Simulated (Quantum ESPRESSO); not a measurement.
## Ag5Ru2Hf (one run as intended and one with a planted mistake)

Simulated, not a measurement. The program is pw.x of Quantum ESPRESSO 7.5 (plane-wave density functional theory). The cell is made up: eight metal atoms on a hexagonal close-packed lattice, with elements, volume, strain and displacements drawn at random and not relaxed, so it may be unstable or far from any real phase. PseudoDojo standard norm-conserving files set the functional (PBE unless stated); there is no spin polarisation or spin-orbit coupling, the Fermi-Dirac width of 0.25 eV means electrons at about 2900 K, and the masses in the input are unused placeholders. Heavy elements are run without spin-orbit coupling, which real alloys of them have. A spin test at this wide smearing found no moment, but such smearing suppresses magnetism that the real alloy may have.

Intended input:

```
&control calculation='scf', pseudo_dir='./dojo.nc.sr.pbe.v0_5.standard.upf', outdir='./o', disk_io='minimal', tprnfor=.true., tstress=.true. /
&system ibrav=0, nat=8, ntyp=3, nbnd=82, ecutwfc=84.00895049, nosym=.true., tot_charge=0,
 occupations='smearing', smearing='fd', degauss=0.0183746611
/
&electrons conv_thr=1.470e-08, electron_maxstep=70, mixing_beta=0.5 /
ATOMIC_SPECIES
Ag 1.0 Ag.upf
Hf 1.0 Hf.upf
Ru 1.0 Ru.upf
CELL_PARAMETERS angstrom
2.9543 -0.009 0.0244
-0.0156 5.074 0.054
0.0812 0.1036 9.7383
ATOMIC_POSITIONS angstrom
Ag -0.0099 -0.0068 0.0312
Ru 0.0326 0.1865 4.8318
Ag 0.0179 1.7318 2.4306
Ag 0.1107 1.7226 7.3413
Ag 1.5321 2.4923 0.0816
Hf 1.6337 2.6123 4.9188
Ru 1.381 4.1609 2.5316
Ag 1.4931 4.5074 7.4433
K_POINTS automatic
8 5 3 1 1 1
```

The log is shortened where brackets say so; the opening notice, blank lines, dates and the lines on written files are dropped, and the path of the files is cut. It prints rydbergs, bohrs and kilobars, and counts compression as positive stress. Its total energy is the free energy E - TS of the whole cell.

Log of the intended run:

```
     Program PWSCF v.7.5
     Parallel version (MPI & OpenMP), running on       4 processor cores
     Number of MPI processes:                 4
     Threads/MPI process:                     1
     [start-up lines left out]
     bravais-lattice index     =            0
     lattice parameter (alat)  =       5.5830  a.u.
     unit-cell volume          =     984.9210 (a.u.)^3
     number of atoms/cell      =            8
     number of atomic types    =            3
     number of electrons       =       139.00
     number of Kohn-Sham states=           82
     kinetic-energy cutoff     =      84.0090  Ry
     charge density cutoff     =     336.0358  Ry
     scf convergence threshold =      1.5E-08
     mixing beta               =       0.5000
     number of iterations used =            8  plain     mixing
     Exchange-correlation= PBE
                           (   1   4   3   4   0   0   0)
     [axes and pseudopotential details left out]
   Cartesian axes
     site n.     atom                  positions (alat units)
         1        Ag     tau(   1) = (  -0.0033509  -0.0023016   0.0105605  )
         2        Ru     tau(   2) = (   0.0110343   0.0631259   1.6354510  )
         3        Ag     tau(   3) = (   0.0060587   0.5861737   0.8227011  )
         4        Ag     tau(   4) = (   0.0374694   0.5830597   2.4848579  )
         5        Ag     tau(   5) = (   0.5185799   0.8435851   0.0276197  )
         6        Hf     tau(   6) = (   0.5529691   0.8842023   1.6648984  )
         7        Ru     tau(   7) = (   0.4674361   1.4083671   0.8568872  )
         8        Ag     tau(   8) = (   0.5053793   1.5256492   2.5193825  )
     number of k points=    60  Fermi-Dirac smearing, width (Ry)=  0.0184
                       cart. coord. in units 2pi/alat
        k(    1) = (   0.0622705   0.0578919   0.0494284), wk =   0.0333333
        k(    2) = (   0.0639479   0.0600500  -0.1528625), wk =   0.0333333
     [further k points left out]
     Dense  grid:   102427 G-vectors     FFT dimensions: (  36,  60, 108)
     Estimated max dynamical RAM per process >     428.25 MB
     Estimated total dynamical RAM >       1.60 GB
     Initial potential from superposition of free atoms
     starting charge     138.9943, renormalised to     139.0000
     Starting wfcs are   80 randomized atomic wfcs +    2 random wfcs
     total cpu time spent up to now is        8.4 secs
     per-process dynamical memory:   338.0 Mb
     Self-consistent Calculation
     iteration #  1     ecut=    84.01 Ry     beta= 0.50
     Davidson diagonalization with overlap
     ethr =  1.00E-02,  avg # of iterations =  3.0
     total cpu time spent up to now is       28.1 secs
     total energy              =   -2066.08478792 Ry
     estimated scf accuracy    <       2.10453386 Ry
     iteration #  2     ecut=    84.01 Ry     beta= 0.50
     Davidson diagonalization with overlap
     ethr =  1.51E-03,  avg # of iterations =  5.9
     total cpu time spent up to now is       54.5 secs
     total energy              =   -2063.25059950 Ry
     estimated scf accuracy    <      66.17489806 Ry
     [iterations 3 to 14 left out]
     iteration # 15     ecut=    84.01 Ry     beta= 0.50
     Davidson diagonalization with overlap
     ethr =  3.90E-10,  avg # of iterations =  1.1
     total cpu time spent up to now is      289.0 secs
     total energy              =   -2067.25870540 Ry
     estimated scf accuracy    <       0.00000007 Ry
     iteration # 16     ecut=    84.01 Ry     beta= 0.50
     Davidson diagonalization with overlap
     ethr =  4.95E-11,  avg # of iterations =  1.3
     total cpu time spent up to now is      305.0 secs
     End of self-consistent calculation
     [lines on levels left out]
!    total energy              =   -2067.25870541 Ry
     estimated scf accuracy    <          4.2E-09 Ry
     smearing contrib. (-TS)   =      -0.09357077 Ry
     internal energy E=F+TS    =   -2067.16513464 Ry
     The total energy is F=E-TS. E is the sum of the following terms:
     one-electron contribution =    -841.33504309 Ry
     hartree contribution      =     492.70533582 Ry
     xc contribution           =    -327.97374208 Ry
     ewald contribution        =   -1390.56168529 Ry
     convergence has been achieved in  16 iterations
     Forces acting on atoms (cartesian axes, Ry/au):
     atom    1 type  1   force =    -0.00025754   -0.01082107    0.01846751
     atom    2 type  3   force =     0.00263687   -0.02955635   -0.03218385
     atom    3 type  1   force =    -0.00169871   -0.01758254    0.00290973
     atom    4 type  1   force =    -0.00389663    0.03940887    0.00445177
     atom    5 type  1   force =    -0.00334631    0.01121350   -0.00669986
     atom    6 type  2   force =    -0.00733092    0.02079519   -0.02767176
     atom    7 type  3   force =     0.00765312    0.02914954    0.06317184
     atom    8 type  1   force =     0.00624012   -0.04260714   -0.02244538
     Total force =     0.113903     Total SCF correction =     0.000284
     Computing stress (Cartesian axis) and pressure
          total   stress  (Ry/bohr**3)                   (kbar)     P=      -65.52
  -0.00030471  -0.00003425  -0.00002275          -44.82       -5.04       -3.35
  -0.00003425  -0.00053053  -0.00006659           -5.04      -78.04       -9.80
  -0.00002275  -0.00006659  -0.00050086           -3.35       -9.80      -73.68
     init_run     :      7.56s CPU      7.93s WALL (       1 calls)
     electrons    :    289.90s CPU    296.65s WALL (       1 calls)
     forces       :      2.87s CPU      2.90s WALL (       1 calls)
     stress       :     10.16s CPU     10.17s WALL (       1 calls)
     [timing details left out]
     PWSCF        :   5m10.92s CPU   5m18.15s WALL
     JOB DONE.
```

A second run has one planted mistake: two atoms have their elements exchanged. The input lines that differ:

```
- Ag 0.0179 1.7318 2.4306
+ Ru 0.0179 1.7318 2.4306
- Ru 1.381 4.1609 2.5316
+ Ag 1.381 4.1609 2.5316
```

Its log:

```
     Program PWSCF v.7.5
     Parallel version (MPI & OpenMP), running on       4 processor cores
     Number of MPI processes:                 4
     Threads/MPI process:                     1
     [start-up lines left out]
     bravais-lattice index     =            0
     lattice parameter (alat)  =       5.5830  a.u.
     unit-cell volume          =     984.9210 (a.u.)^3
     number of atoms/cell      =            8
     number of atomic types    =            3
     number of electrons       =       139.00
     number of Kohn-Sham states=           82
     kinetic-energy cutoff     =      84.0090  Ry
     charge density cutoff     =     336.0358  Ry
     scf convergence threshold =      1.5E-08
     mixing beta               =       0.5000
     number of iterations used =            8  plain     mixing
     Exchange-correlation= PBE
                           (   1   4   3   4   0   0   0)
     [axes and pseudopotential details left out]
   Cartesian axes
     site n.     atom                  positions (alat units)
         1        Ag     tau(   1) = (  -0.0033509  -0.0023016   0.0105605  )
         2        Ru     tau(   2) = (   0.0110343   0.0631259   1.6354510  )
         3        Ru     tau(   3) = (   0.0060587   0.5861737   0.8227011  )
         4        Ag     tau(   4) = (   0.0374694   0.5830597   2.4848579  )
         5        Ag     tau(   5) = (   0.5185799   0.8435851   0.0276197  )
         6        Hf     tau(   6) = (   0.5529691   0.8842023   1.6648984  )
         7        Ag     tau(   7) = (   0.4674361   1.4083671   0.8568872  )
         8        Ag     tau(   8) = (   0.5053793   1.5256492   2.5193825  )
     number of k points=    60  Fermi-Dirac smearing, width (Ry)=  0.0184
                       cart. coord. in units 2pi/alat
        k(    1) = (   0.0622705   0.0578919   0.0494284), wk =   0.0333333
        k(    2) = (   0.0639479   0.0600500  -0.1528625), wk =   0.0333333
     [further k points left out]
     Dense  grid:   102427 G-vectors     FFT dimensions: (  36,  60, 108)
     Estimated max dynamical RAM per process >     428.25 MB
     Estimated total dynamical RAM >       1.60 GB
     Initial potential from superposition of free atoms
     starting charge     138.9943, renormalised to     139.0000
     Starting wfcs are   80 randomized atomic wfcs +    2 random wfcs
     total cpu time spent up to now is        7.0 secs
     per-process dynamical memory:   337.8 Mb
     Self-consistent Calculation
     iteration #  1     ecut=    84.01 Ry     beta= 0.50
     Davidson diagonalization with overlap
     ethr =  1.00E-02,  avg # of iterations =  3.0
     total cpu time spent up to now is       26.2 secs
     total energy              =   -2066.06875259 Ry
     estimated scf accuracy    <       2.12423515 Ry
     iteration #  2     ecut=    84.01 Ry     beta= 0.50
     Davidson diagonalization with overlap
     ethr =  1.53E-03,  avg # of iterations =  6.0
     total cpu time spent up to now is       50.6 secs
     total energy              =   -2063.22118093 Ry
     estimated scf accuracy    <      65.06856524 Ry
     [iterations 3 to 14 left out]
     iteration # 15     ecut=    84.01 Ry     beta= 0.50
     Davidson diagonalization with overlap
     ethr =  4.11E-10,  avg # of iterations =  1.7
     total cpu time spent up to now is      285.7 secs
     total energy              =   -2067.25639281 Ry
     estimated scf accuracy    <       0.00000032 Ry
     iteration # 16     ecut=    84.01 Ry     beta= 0.50
     Davidson diagonalization with overlap
     ethr =  2.34E-10,  avg # of iterations =  1.0
     total cpu time spent up to now is      300.7 secs
     End of self-consistent calculation
     [lines on levels left out]
!    total energy              =   -2067.25639284 Ry
     estimated scf accuracy    <          6.3E-09 Ry
     smearing contrib. (-TS)   =      -0.09519228 Ry
     internal energy E=F+TS    =   -2067.16120056 Ry
     The total energy is F=E-TS. E is the sum of the following terms:
     one-electron contribution =    -839.83530056 Ry
     hartree contribution      =     491.98690517 Ry
     xc contribution           =    -327.98471394 Ry
     ewald contribution        =   -1391.32809123 Ry
     convergence has been achieved in  16 iterations
     Forces acting on atoms (cartesian axes, Ry/au):
     atom    1 type  1   force =     0.00005893   -0.00273253    0.01299992
     atom    2 type  3   force =     0.00277992    0.00018704   -0.02456663
     atom    3 type  3   force =    -0.00654098   -0.01994922    0.06519963
     atom    4 type  1   force =    -0.00410932    0.04014979    0.00445958
     atom    5 type  1   force =    -0.00334331    0.00436004   -0.00271739
     atom    6 type  2   force =    -0.00188676   -0.00725143   -0.03172354
     atom    7 type  1   force =     0.00682537    0.02952174   -0.00177498
     atom    8 type  1   force =     0.00621616   -0.04428543   -0.02187659
     Total force =     0.107834     Total SCF correction =     0.000529
     Computing stress (Cartesian axis) and pressure
          total   stress  (Ry/bohr**3)                   (kbar)     P=      -62.93
  -0.00030201  -0.00001699   0.00000157          -44.43       -2.50        0.23
  -0.00001699  -0.00048689  -0.00007669           -2.50      -71.62      -11.28
   0.00000157  -0.00007669  -0.00049446            0.23      -11.28      -72.74
     init_run     :      6.51s CPU      6.82s WALL (       1 calls)
     electrons    :    287.08s CPU    293.68s WALL (       1 calls)
     forces       :      2.88s CPU      2.88s WALL (       1 calls)
     stress       :     10.21s CPU     10.21s WALL (       1 calls)
     [timing details left out]
     PWSCF        :   5m 6.94s CPU   5m13.87s WALL
     JOB DONE.
```

|  | intended run | run with the mistake |
| --- | --- | --- |
| free energy (eV) | -28126.488 | -28126.456 |
| entropy term -TS, part of it (eV) | -1.273 | -1.295 |
| pressure (GPa) | -6.55 | -6.29 |
| size of the largest force component (eV/Å) | 1.624 | 1.676 |
| largest change of a force component (eV/Å) |  | 1.670 |
| iterations | 16 | 16 |

For scale, a rerun of the intended cell at a higher cutoff and on a denser mesh moved values by no more than 0.004 eV in energy, 0.07 GPa in stress and 0.006 eV/Å in force, and a second program with other atomic files agreed on that cell to 2 % rms in force and 0.5 GPa in pressure.